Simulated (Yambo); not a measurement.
**Cs2NaYF6: sweep of GW parameters**

G0W0@LDA for Cs$_{2}$NaYF$_{6}$ (space group Fm-3m, No. 225) in Yambo. Reference settings: 2×2×2 Γ-centred k mesh, bands 2 to 286 and a 7 Ry block in the screening, 286 bands in G with the Bruneval-Gonze terminator, plasmon pole fitted at 27.2 eV. The LDA gap Γ → Γ on this mesh is 6.54 eV; G0W0 gaps are taken between the same points.

| change from the reference | G0W0 gap Γ → Γ (eV) | shift of the valence edge (eV) | rough Yambo cost |
|---|---|---|---|
| reference settings | 10.26 | -2.23 | 1 |
| 113 bands in W, 113 bands in G | 10.54 | -2.12 | about 1/3 |
| 161 bands in W, 161 bands in G | 10.36 | -2.15 | within a factor of two |
| exchange cut at 20 Ry | 9.65 | -1.54 | – |
| exchange cut at 5 Ry | 6.91 | 2.15 | – |
| 75 bands in W, 75 bands in G, 6 Ry block | 11.00 | -2.23 | about 1/5 |
| 113 bands in W, 113 bands in G, 2 Ry block | 11.43 | -3.16 | about 1/4 |
| 113 bands in W, 113 bands in G, 4 Ry block | 10.76 | -2.39 | about 1/3 |
| 161 bands in W, 161 bands in G, 2 Ry block | 11.21 | -3.15 | about 1/2 |
| 161 bands in W, 161 bands in G, 6 Ry block | 10.40 | -2.20 | within a factor of two |
| 224 bands in W, 224 bands in G, 4 Ry block | 10.46 | -2.44 | within a factor of two |
| 6 Ry block | 10.28 | -2.26 | within a factor of two |
| 4×4×4 mesh | 10.26 | -2.28 | about 10× |
| 75 bands in W, 75 bands in G, no terminator | 10.97 | -1.94 | about 1/4 |
| no terminator | 10.16 | -2.04 | within a factor of two |

The reference isn't shown to be the converged limit. Costs are rough (shared machines), scaled to the same edge states, and given only for runs that recompute the screening.

Geometry of the Materials Project entry, not relaxed at this level; primitive cell a = b = c = 6.5064 Å, α = β = γ = 60.00°.

A shift is the quasiparticle energy of the state minus its LDA energy.
